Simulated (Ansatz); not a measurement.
# Ti₃Pd₅, a database entry at a rescaled volume

```xyz
8
Lattice="3.2940 0.0000 0.0000 0.0000 3.2940 0.0000 0.0000 0.0000 11.5446" Properties=species:S:1:pos:R:3 pbc="T T T"
Ti    1.6470    1.6470    1.4431
Ti    1.6470    1.6470   10.1015
Pd    0.0000    0.0000    2.8862
Pd    0.0000    0.0000    8.6585
Pd    0.0000    0.0000    0.0000
Pd    1.6470    1.6470    4.3292
Pd    1.6470    1.6470    7.2154
Ti    0.0000    0.0000    5.7723
```

The numbers come from plane-wave PAW DFT (Ansatz): r2SCAN, no spin polarisation, 500 eV, 10×10×3 Γ-centred k points, fermi-dirac occupations (width 0.1 eV). Nothing was relaxed.

**Electronic structure.** It is a metal, with about 6.2 states/eV a cell as the mean within 0.25 eV of the Fermi level, mostly Ti d (64 %) and Pd d (16 %).
**Stress.** The pressure is -3.6 GPa (compression positive), so with the atoms held at these fractions the cell would first shrink; the forces are large, so a full relaxation may end otherwise. The principal stresses -5.3, -2.7, -2.7 GPa differ, so its shape would change too.
**Forces.** The largest is on Ti1 (and as large on other atoms): 1.70 eV/Å, components (0.00, 0.00, 1.70). It makes 58° with the line to a nearest neighbour, Pd3 at 2.74 Å.
**Contacts.** Ti–Pd at 2.74 Å: least valence density 0.26 e/Å³ and ELF 0.21 there. Pd–Pd at 2.74 Å: least valence density 0.29 e/Å³ and ELF 0.17 there. Ti–Ti at 2.89 Å: least valence density 0.18 e/Å³ and ELF 0.20 there. Both are smooth PAW fields, read partly inside the augmentation spheres.

Origin: a database entry at a rescaled volume. Caveats: atoms or cell far from equilibrium.
